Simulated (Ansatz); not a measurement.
CeTaN$_{3}$:
```
CeTaN3
1.0
    2.82652     1.63189     4.64753
   -2.82652     1.63189     4.64753
    0.00000    -3.26379     4.64753
Ce Ta N
2 2 6
Direct
  0.52590   0.52590   0.52590
  0.02590   0.02590   0.02590
  0.78937   0.78937   0.78937
  0.28937   0.28937   0.28937
  0.95754   0.14262   0.56626
  0.56626   0.95754   0.14262
  0.14262   0.56626   0.95754
  0.06626   0.64262   0.45754
  0.64262   0.45754   0.06626
  0.45754   0.06626   0.64262
```

Relaxed with r²SCAN. Special points in fractions of this cell's reciprocal vectors: Γ (0.000, 0.000, 0.000); T (0.500, 0.500, 0.500); H2 (0.751, 0.249, 0.500); H0 (0.500, -0.249, 0.249); L (0.500, 0.000, 0.000); S0 (0.374, -0.374, 0.000); S2 (0.626, 0.000, 0.374); F (0.500, 0.000, 0.500).

Question: List the band energies nearest the valence-band maximum at these points for r²SCAN with spin–orbit coupling in the plane-wave PAW code Ansatz.

Answer: In eV from the valence-band maximum; about four levels below and three above (degenerate sets whole), none deeper than 8.9 eV; points with the same levels are listed once.

```json
[
 {"k": "Γ", "below": "-0.44 -0.44 -0.32 -0.32", "above": "1.05 1.05 1.09 1.09"},
 {"k": "T", "below": "-1.01 -1.01 -1.01 -1.01", "above": "1.15 1.15 1.15 1.15"},
 {"k": "H2", "below": "-0.45 -0.45 -0.40 -0.40", "above": "1.07 1.07 1.17 1.17"},
 {"k": "L", "below": "-0.17 -0.17 -0.13 -0.13", "above": "1.08 1.08 1.11 1.11"},
 {"k": "S0", "below": "-0.28 -0.26 -0.17 -0.10", "above": "1.04 1.06 1.09"},
 {"k": "F", "below": "-0.22 -0.22 -0.09 -0.09", "above": "1.06 1.06 1.12 1.12"}
]
```

Space group R3c. The start of the workflow was typed in or built on a structure type; neither database checked (COD, Materials Project) lists it. Its standing as an ambient phase is unchecked. Symmetry was held in the r²SCAN relaxation; its stability against distortions is not shown here. The workflow began spin-polarised and lost its moments. The 4f shell is in the valence. No Hubbard U is applied.

Potentials: the earlier of the program's two PAW sets. The files were generated under PBE; for other functionals the program regenerates the frozen cores, and for LDA and PBEsol the local potential too.
